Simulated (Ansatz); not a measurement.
**Ca$_{2}$PbAu$_{2}$ in Ansatz, vacancy hop by nudged elastic band**

The command:

```bash
ansatz run input.yaml --threads 4 --pin off --max-ram 8192MiB --backend cpu --events-out ev --progress --plain --runs-dir out
```

The input file (Ansatz 0.2.0, plane waves):

```yaml
crystal:
  lattice:
    - [8.12428707, 0.0, 0.0]
    - [0.0, 8.12428707, 0.0]
    - [0.0, 0.0, 7.73293052]
  atoms:
    - { symbol: Ca, position: [0.1719677, 0.67455179, 0.25146427] }
    - { symbol: Ca, position: [0.3222429, 0.17618526, 0.25438118] }
    - { symbol: Ca, position: [0.82813553, 0.32743494, 0.24720708] }
    - { symbol: Ca, position: [0.67680253, 0.8310693, 0.24730013] }
    - { symbol: Au, position: [0.62319921, 0.12124663, -0.00206087] }
    - { symbol: Au, position: [0.88096546, 0.62065572, 0.00077237] }
    - { symbol: Au, position: [0.37844827, 0.87651361, -0.00381951] }
    - { symbol: Au, position: [0.12368927, 0.37958351, 0.0050169] }
    - { symbol: Pb, position: [0.50221708, 0.4982862, 0.00240673] }
    - { symbol: Ca, position: [0.17738024, 0.67108333, 0.74853672] }
    - { symbol: Ca, position: [0.32085952, 0.17484393, 0.7474159] }
    - { symbol: Ca, position: [0.82705663, 0.33326067, 0.75218381] }
    - { symbol: Ca, position: [0.66977961, 0.82610346, 0.74606703] }
    - { symbol: Au, position: [0.62412701, 0.11991938, 0.50148524] }
    - { symbol: Au, position: [0.87690521, 0.62404996, 0.49167599] }
    - { symbol: Au, position: [0.37622597, 0.88253227, 0.4980131] }
    - { symbol: Au, position: [0.12333211, 0.38206874, 0.50370372] }
    - { symbol: Pb, position: [-0.00155714, -0.00201901, 0.50017342] }
    - { symbol: Pb, position: [0.49987323, 0.50038535, 0.50100431] }
kpoints:
  mp_grid: { grid: [2, 2, 2] }
magnetization:
  spin_polarized: false
scf:
  occupations: { method: gaussian, width: 0.1 }
hamiltonian:
  pseudopotentials: { kind: paw }
  xc: lda
basis:
  ecutwfc: 420
neb:
  images: 3
  relax_end_points: true
  climbing: true
  f_tol: 0.05
  max_iterations: 40
  order_check: false
  final_atoms:
    - { symbol: Ca, position: [0.1719677, 0.67455179, 0.25146427] }
    - { symbol: Ca, position: [0.3222429, 0.17618526, 0.25438118] }
    - { symbol: Ca, position: [0.82813553, 0.32743494, 0.24720708] }
    - { symbol: Ca, position: [0.67680253, 0.8310693, 0.24730013] }
    - { symbol: Au, position: [0.62319921, 0.12124663, -0.00206087] }
    - { symbol: Au, position: [0.88096546, 0.62065572, 0.00077237] }
    - { symbol: Au, position: [0.37844827, 0.87651361, -0.00381951] }
    - { symbol: Au, position: [0.12368927, 0.37958351, 0.0050169] }
    - { symbol: Pb, position: [0.50221708, 0.4982862, 0.00240673] }
    - { symbol: Ca, position: [0.17738024, 0.67108333, 0.74853672] }
    - { symbol: Ca, position: [0.32085952, 0.17484393, 0.7474159] }
    - { symbol: Ca, position: [0.82705663, 0.33326067, 0.75218381] }
    - { symbol: Ca, position: [0.66977961, 0.82610346, 0.74606703] }
    - { symbol: Au, position: [0.62412701, 0.11991938, 0.50148524] }
    - { symbol: Au, position: [0.87690521, 0.62404996, 0.49167599] }
    - { symbol: Au, position: [0.37622597, 0.88253227, 0.4980131] }
    - { symbol: Au, position: [0.12333211, 0.38206874, 0.50370372] }
    - { symbol: Pb, position: [-0.00236964, 0.00118261, 0.99771073] }
    - { symbol: Pb, position: [0.49987323, 0.50038535, 0.50100431] }
```

Origin of the cell: a database entry, scaled a little.

The cell is 1×1×2 cells of Ca2PbAu2 with one Pb taken out; atom 18 (Pb) hops into the empty site, 3.85 Å away before the end points are relaxed. All atoms were shaken by about 0.02 Å first.

Output (shortened):

```
Warning: neb: disabling space-group detection — the band's intermediate images generally break the endpoint symmetry, so no spatial operation reduces the k-mesh or symmetrises the density, ex […]
Pseudopotentials: kind: paw
Pseudopotential: Ca, paw, valence charge 10, recommended cutoff 420 eV (normal), Ca.paw.azcp
Pseudopotential: Au, paw, valence charge 19, recommended cutoff 420 eV (normal), Au.paw.azcp
Pseudopotential: Pb, paw, valence charge 14, recommended cutoff 420 eV (normal), Pb.paw.azcp
Functional definition: SPW92
  exchange = slater_x
  correlation = pw_c
parallel-image band execution: 3 concurrent image workers
NEB image 0
Crystal: 19 atoms, lattice volume = 510.405 Å³
Basis set: ecut = 420 eV, 9945 PW (Γ)
Bands: 165, of which v1, the nominal top of the filled ones, is band 137 counted from 1 (136 counted from 0)
Symmetry: 1 space group operations
[… 10 lines left out …]
Initial density: superposition of atomic densities (neutral atoms: chi_scale 0, normalization atom), corrected by the library's trained network
Functional: x = slater, c = lda
SCF iter   1: F=—  HF=-151919.944082 eV  Δρ=6.40e-3  dr2=7.49e-1  defer=11
SCF iter   2: F=—  HF=-151919.837692 eV  Δρ=2.95e-3  dr2=1.35e-1  defer=155
SCF iter   3: F=—  HF=-151919.818166 eV  Δρ=1.20e-3  dr2=2.38e-2  defer=155
[… 4 lines left out …]
SCF iter   8: F=—  HF=-151919.814251 eV  Δρ=1.15e-5  dr2=1.38e-6  defer=153
SCF iter   9: F=—  HF=-151919.814251 eV  Δρ=4.47e-6  dr2=1.56e-7  defer=153
SCF iter  10: F=-151919.814251 eV  HF=-151919.814251 eV  Δρ=1.93e-6  dr2=2.80e-8
NEB iter   1: max|band force component| = 3.331e-1 eV/Å  barrier→ = 0.9195 eV  barrier← = 0.9194 eV  CI = image 2  Δτ_max = 0.1280 Å  (51 SCF iters)
NEB iter   2: max|band force component| = 9.609e-2 eV/Å  barrier→ = 0.8101 eV  barrier← = 0.8100 eV  CI = image 2  Δτ_max = 0.0509 Å  (27 SCF iters)
NEB iter   3: max|band force component| = 3.668e-2 eV/Å  barrier→ = 0.8038 eV  barrier← = 0.8037 eV  CI = image 2  Δτ_max = 0.0191 Å  (24 SCF iters)
NEB iter   4: max|band force component| = 5.111e-2 eV/Å  barrier→ = 0.8014 eV  barrier← = 0.8013 eV  CI = image 2  Δτ_max = 0.0364 Å  (8 SCF iters)
NEB iter   5: max|band force component| = 3.026e-2 eV/Å  barrier→ = 0.8012 eV  barrier← = 0.8011 eV  CI = image 2  Δτ_max = 0.0000 Å  (23 SCF iters)
--- NEB band (5 images, 5 band iterations, 133 SCF iterations, 61 more in tests of the images' electronic states and relaxations of end points) ---
  forward barrier  = 0.801190 eV
  backward barrier = 0.801122 eV
  lagrangian_above_aufbau_ev (what the smearing adds, to first order; not taken off the barriers): saddle image -0.028189 eV, end points -0.023004 and -0.022930 eV
  climbing image's point = of an order that was not read
  energies are F+E_penalty+E_count in eV, relative to image 0
  image     s (Å)  Δ vs image 0  max|band force component| (eV/Å)
      0    0.0000      0.000000                                 —
      1    0.9797      0.387390                          3.026e-2
  *   2    1.9593      0.801190                          6.576e-3
      3    2.9397      0.386809                          2.990e-2
      4    3.9202      0.000068                                 —
```

The converged band:

| image | path over all atoms (Å) | ΔF (eV) | Pb x | y | z (Å) |
| --- | --- | --- | --- | --- | --- |
| 0 | 0.00 | 0.000 | 0.00 | 0.01 | 3.86 |
| 1 | 0.98 | 0.387 | 0.00 | 0.01 | 4.82 |
| 2 | 1.96 | 0.801 | 0.00 | 0.01 | 5.80 |
| 3 | 2.94 | 0.387 | 0.00 | 0.01 | 6.77 |
| 4 | 3.92 | 0.000 | 0.00 | 0.01 | 7.73 |

Highest image (2), forces in eV/Å:

```xyz
19
Lattice="8.124 0.000 0.000 0.000 8.124 0.000 0.000 0.000 7.733" Properties=species:S:1:pos:R:3:forces:R:3 pbc="T T T" image=2
Ca    1.455    5.360    1.930   -0.003    0.001    0.000
Ca    2.774    1.463    1.930   -0.001   -0.003    0.000
Ca    6.670    2.781    1.930    0.003   -0.001    0.000
Ca    5.352    6.678    1.930    0.001    0.003    0.000
Au    5.077    0.983   -0.028   -0.003    0.000    0.000
Au    7.150    5.085   -0.028    0.000   -0.003    0.000
Au    3.048    7.158   -0.028    0.003    0.000    0.000
Au    0.975    3.056   -0.028    0.000    0.003    0.000
Pb    4.063    4.070    0.119    0.000    0.000    0.007
Ca    1.563    5.268    5.796   -0.003    0.001    0.000
Ca    2.865    1.570    5.796   -0.001   -0.003    0.000
Ca    6.563    2.873    5.796    0.003   -0.001    0.000
Ca    5.260    6.570    5.796    0.001    0.003    0.000
Au    5.077    0.983    3.888   -0.003    0.000    0.000
Au    7.150    5.085    3.888    0.000   -0.003    0.000
Au    3.048    7.158    3.888    0.003    0.000    0.000
Au    0.975    3.056    3.888    0.000    0.003    0.000
Pb    0.000    0.008    5.796    0.000    0.000    0.000
Pb    4.063    4.070    3.741    0.000    0.000   -0.007
```

Barrier of this path: 0.80 eV forwards, 0.80 eV backwards, after 5 band iterations.

Caveats: no spin-orbit coupling, though heavy elements are present; the k mesh is coarse if the cell is a metal; a small cell with a neutral vacancy and no spin, whose shape can make like sites unlike; the cell is held at a rescaled volume, and strain moves barriers; the hop was drawn among near neighbours and need not be the easiest path; few images and a loose tolerance, and neither the top nor the ends were tested for their order.

Time: 4.4 min on 4 threads of Arm Neoverse V2, with other jobs on the host, peak memory 3 GiB, from the program's own first density.
